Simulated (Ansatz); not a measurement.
Relaxed-ion elastic tensor of La₃In (Cu3Au type, Pm-3m) in GPa (Voigt order), plane-wave PAW PBEsol (Ansatz code); density 7.20 g/cm³, 30.63 Å³ per atom.

```
65.8  32.5  32.5   0.0   0.0   0.0
32.5  65.8  32.5   0.0   0.0   0.0
32.5  32.5  65.8   0.0   0.0   0.0
 0.0   0.0   0.0  28.6   0.0   0.0
 0.0   0.0   0.0   0.0  28.6   0.0
 0.0   0.0   0.0   0.0   0.0  28.6
```

**Question.** Is the crystal mechanically stable?

**Answer.** Yes: the smallest eigenvalue of C is 28.6 GPa.

**Question.** Work out the Voigt, Reuss and Hill averages.

**Answer.** K_V = 43.6, K_R = 43.6, K_H = 43.6; G_V = 23.8, G_R = 22.2, G_H = 23.0 GPa.

**Question.** Give Young's modulus, Poisson's ratio, Pugh's ratio and the universal anisotropy index.

**Answer.** E = 9KG/(3K + G) = 58.7 GPa; ν = 0.28; K/G = 1.90 (ductile by the Pugh limit of 1.75); A_U = 5G_V/G_R + K_V/K_R − 6 = 0.36.

**Question.** Estimate the sound speeds and the Debye temperature.

**Answer.** v_l = √((K + 4G/3)/ρ) = 3210 m/s, v_t = √(G/ρ) = 1790 m/s, mean 1990 m/s; Θ = (h/k)(3n/4πV)^(1/3) v_m = 189 K.

**Question.** Give the Zener ratio and Young's modulus along [100], [110] and [111].

**Answer.** A = 2C44/(C11 − C12) = 1.72; 1/E = S11 − 2(S11 − S12 − S44/2)Γ with Γ = 0, 1/4, 1/3 gives 44.3, 61.3, 70.3 GPa.

**Question.** Solve the Christoffel equation for the three sound speeds along [100], [110], [111].

**Answer.** Eigenvalues of C_ijkl n_j n_l equal ρv². In km/s, slowest first: [100] 1.99, 1.99, 3.02; [110] 1.52, 1.99, 3.28; [111] 1.69, 1.69, 3.37.

The workflow started from a Materials Project entry (that database holds measured and hypothetical structures alike); the Crystallography Open Database files this formula in space group No. 221, but the cells were not matched. Its standing as an ambient phase is unchecked. The PBEsol relaxation kept the symmetry of its start; of distortions, only those at the zone centre were tested. As this level gives no gap, shear constants depend on the k-mesh and smearing (Fermi–Dirac, 0.1 eV here). Spin–orbit coupling is left out wherever it is not named.

Potentials: the later of the program's two PAW sets.
